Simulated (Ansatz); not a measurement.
# LiMg: strain energy, fitted

LiMg, R-3m, a = 3.097 Å, c = 15.051 Å. The structure is a Materials Project entry; whether it is the stable form wasn't checked. Ansatz: PBEsol, PAW, 420 eV, Γ-centred 15×15×4 mesh on 6 atoms, Gaussian smearing 0.10 eV; no spin polarisation. Series: strain along c alone, the other axes held, atoms fixed by symmetry; x is the strain in per cent. y is the free energy over the unstrained cell, V0 = 20.832 Å³/atom.

```
x (%) y (meV/atom)
 -3.0             ?
 -2.0          1.48
 -1.0          0.39
  0.0          0.00
  1.0          0.30
  2.0          1.29
  3.0          2.97
```

Fit y = c2 x² + c3 x³ to the other rows, turn c2 into a modulus, and predict the missing energy.

Least squares on the rows shown. y = 0.3517 x² − 0.008023 x³. In eV per unit strain² c2 is 3.517; this is C33 with relaxed ions (E = ½ C33 V0 ε²): 2 × 3.517 × 160.2 / (20.832) = 54 GPa. The unstrained cell keeps some stress along the strain, worth a slope of -0.04 meV/atom per %, which the form leaves out. With a term in x⁴ added, the coefficient of x² becomes 0.3319, 6 % less, which shows how far this figure hangs on the form. At x = -3.0 the fit asked for gives 3.38 meV/atom. The run gave 3.32 meV/atom, so the fit is 0.06 meV/atom too high, within twice the rms miss on the fitted rows (0.04 meV/atom).